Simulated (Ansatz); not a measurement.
A geometry of Ir away from equilibrium: the start of the relaxation of a relaxed Ir cell, doubled along one cell vector, shaken by Gaussian noise of σ = 0.08 Å a coordinate. These are PBE (plane waves to 420 eV, PAW, scalar-relativistic; Ansatz, a quantum-chemistry and plane-wave program) values and carry that method's errors. Γ-centred k-mesh 8×15×14 on the run's cell (coarser than for final values), Fermi–Dirac smearing 0.05 eV.

```xyz
2
Lattice="-3.3499 3.3499 2.6674 1.6750 -1.6750 1.3337 1.6750 1.6750 -1.3337" Properties=species:S:1:pos:R:3 pbc="T T T"
Ir     0.0290     0.0450    -0.0267
Ir    -1.5517     1.7047     1.3560
```

Predict the force on each atom, in eV/Å.


| atom | Fx | Fy | Fz |
|---|---|---|---|
| Ir1 | 0.19 | 0.03 | 0.40 |
| Ir2 | -0.19 | -0.03 | -0.40 |

What is the pressure?

+0.7 GPa, compression positive.

No spin polarisation in the result.

The run could not lose the symmetry of its start.

Of the parent cell (I4/mmm (No. 139)): it is a generated cell of Ir: the first start was made by placing the elements on the sites of a structure type, and the end was not matched to a known phase here, so it may be hypothetical. Known forms of Ir include space group No. 225.
